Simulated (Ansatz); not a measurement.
Li:
```yaml
crystal:
  lattice:
    - [-3.43339, 3.43339, 3.43339]
    - [3.43339, -3.43339, 3.43339]
    - [3.43339, 3.43339, -3.43339]
  atoms:
    - { symbol: Li, position: [0.00012, 0.50000, 0.00000] }
    - { symbol: Li, position: [0.50000, 0.00000, 0.50012] }
    - { symbol: Li, position: [0.00000, 0.00012, 0.50000] }
    - { symbol: Li, position: [0.99988, 0.99988, 0.99988] }
    - { symbol: Li, position: [0.49988, 0.49988, 0.49988] }
    - { symbol: Li, position: [0.00000, 0.50012, 0.50000] }
    - { symbol: Li, position: [0.50000, 0.00000, 0.00012] }
    - { symbol: Li, position: [0.50012, 0.50000, 0.00000] }
```

Relaxed with PBEsol. Special points in fractions of this cell's reciprocal vectors: Γ (0.000, 0.000, 0.000); H (0.500, -0.500, 0.500); N (0.000, 0.000, 0.500); P (0.250, 0.250, 0.250).

### Question
List the band energies nearest the Fermi level at these points for the program Ansatz at the PBEsol level (PAW).

### Answer
In eV from the Fermi level; about four levels below and three above (degenerate sets whole), none deeper than 8.9 eV; points with the same levels are listed once.

| k | below | above |
|---|---|---|
| Γ | -3.57 | 0.24 0.24 0.24 0.24 0.24 0.24 |
| H | -1.16 -1.16 -1.16 -1.16 -1.16 -1.16 | 3.38 3.38 3.38 3.38 3.38 3.38 |
| N | -0.04 -0.04 -0.04 -0.04 | 1.79 1.79 3.86 3.86 |
| P | -1.79 -1.79 -1.79 -1.79 | 2.58 2.58 2.58 2.58 2.58 2.58 2.58 2.58 |

Space group Im-3m (bcc (W type)). The cell was relaxed with PBEsol under the symmetry of its start; of distortions, only those at the zone centre were tested. Point labels and valley counts follow the cell and symmetry of the run, lower than the named group.

Potentials: the later of the program's two PAW sets.
